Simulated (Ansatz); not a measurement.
**CsO: energy along a strain**

CsO, Immm, a = 4.322 Å, b = 6.430 Å, c = 7.517 Å (as given, not relaxed at this level: -3.8 GPa, forces to 1.32 eV/Å). The structure is a COD entry; whether it is the stable form wasn't checked. Ansatz: LDA, PAW, 420 eV, Γ-centred 8×8×8 mesh on 4 atoms, Gaussian smearing 0.05 eV; no spin polarisation. Cell vectors (Å): -2.161 3.215 3.759; 2.161 -3.215 3.759; 2.161 3.215 -3.759. The cell is strained by x per cent times the pattern (0 1 0 0 0 0) in the order xx yy zz yz xz xy (engineering shears), with fractional coordinates held. y is the free energy over the start, V0 = 26.113 Å³/atom.

```
x (%) y (meV/atom)
-6.00             ?
-3.00        -20.27
 0.00          0.00
 1.50         14.48
 4.50         50.37
 6.00         71.13
```

Question: Fit y = c1 x + c2 x² + c3 x³ to the other rows, get the stiffness along the pattern, and predict the missing energy.

Answer: Least squares on the rows shown. y = 8.7595 x + 0.61696 x² − 0.016852 x³. The clamped-ion stiffness p·C·p = 2 × 6.170 eV × 160.2 / 26.113 Å³ = 76 GPa, which is C22 in these axes (second derivative at the start, which stands under stress). At x = -6.00 the fit asked for gives -26.71 meV/atom. The run gave -25.79 meV/atom, so the fit is 0.92 meV/atom too low, 0.95 % of the span of the series, against an rms of 0.006 meV/atom on the fitted rows. The row lies outside the fitted range. With a term in x⁴ added, a fit to the same known rows (none to spare) predicts -26.40 meV/atom, which recovers part of the miss; the known rows don't hold the rest.